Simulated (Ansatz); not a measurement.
SiB$_{2}$Mo$_{2}$ (Cmmm), relaxed with PBE (Ansatz, a quantum-chemistry and plane-wave program, plane waves, PAW): a = 3.0620 Å, b = 11.1823 Å, c = 3.1411 Å, α = 90.00°, β = 90.00°, γ = 90.00°.

| Quantity | Value |
|---|---|
| ΔH_f (eV/atom) | -0.35 |
| B₀ by P(V) fit (GPa) | 254 |

Task: The same phase is relaxed and computed with r²SCAN in the same code. What are the cell and these values now?

Result: a = 3.0545 Å, b = 11.0554 Å, c = 3.1344 Å, α = 90.00°, β = 90.00°, γ = 90.00°.

* **ΔH_f (eV/atom)**: -0.34
* **B₀ by P(V) fit (GPa)**: 271

Typed or built starts, not in the databases checked: SiB2Mo2, Cmmm (Si on 2a, Mo on 4j, B on 4i). All cells were relaxed under the symmetry of their starts (and spin orders); stability against distortions was not tested throughout. Rows with no word on spin ran without spin polarisation. Spin–orbit coupling is left out wherever it is not named.

Potentials: the later of the program's two PAW sets.

Ansatz is a plane-wave DFT program.

Formation energies count from the lowest solids of the elements computed at the same level, not from gases.
